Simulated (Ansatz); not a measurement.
# In: frozen-core PAW against all-electron methods

```xyz
3
Lattice="1.6696 0.9640 8.4537 -1.6696 0.9640 8.4537 0.0000 -1.9279 8.4537" Properties=species:S:1:pos:R:3 pbc="T T T"
In    0.0000    0.0000    0.0000
In    0.0000    0.0000   19.7312
In    0.0000    0.0000    5.6298
```

Atoms are numbered in the order listed.

The cell is the one relaxed in the Materials Project (mp-1184502), not relaxed further here; entries there can be hypothetical. The listed cell was then made from it by scaling, straining or moving an atom.

No spin–orbit coupling, which matters for the heavy atoms here.

Levels of theory: DFT, PBEsol, PAW with Ansatz's default frozen-core files, scalar-relativistic (Ansatz 0.2.0); DFT, PBEsol, all-electron PAW with datasets made for the crystal, scalar-relativistic (Ansatz 0.2.0); DFT, PBEsol, all-electron LAPW, scalar-relativistic (Ansatz 0.2.0).

For PAW: a Γ-centred 14×14×14 k mesh, Fermi–Dirac smearing of 0.05 eV, cutoff 420 eV, no spin polarisation; the PAW files were made with PBE, and the program remakes their frozen cores for this functional. The crystal-made all-electron datasets (AE datasets) take a cutoff of 240 eV at this cell. LAPW targets a basis error of 0.5 meV/atom. The Ansatz runs share mesh, smearing and spin set-up. Plane-wave (PAW) pressures include the program's estimate of the Pulay term.

Stress and pressure are positive in compression.

Spin–orbit coupling is left out, which moves gradients at and beside heavy atoms by some per cent and at worst by a factor of two.

In a metal, gradients converge slowly with the k mesh: the values move by tens of per cent from one mesh to another, at times in sign, so only the comparison on one mesh counts.

```json
{"quantity": "pressure (GPa)", "PAW": "-2.24", "AE datasets": "-2.24", "LAPW": "-2.24"}
{"quantity": "stress xx (GPa)", "PAW": "-2.29", "AE datasets": "-2.28", "LAPW": "-2.28"}
{"quantity": "stress zz (GPa)", "PAW": "-2.15", "AE datasets": "-2.15", "LAPW": "-2.15"}
{"quantity": "largest principal field gradient Vzz at In1 (10²¹ V/m²)", "PAW": "0.95", "AE datasets": "0.96", "LAPW": "–"}
```
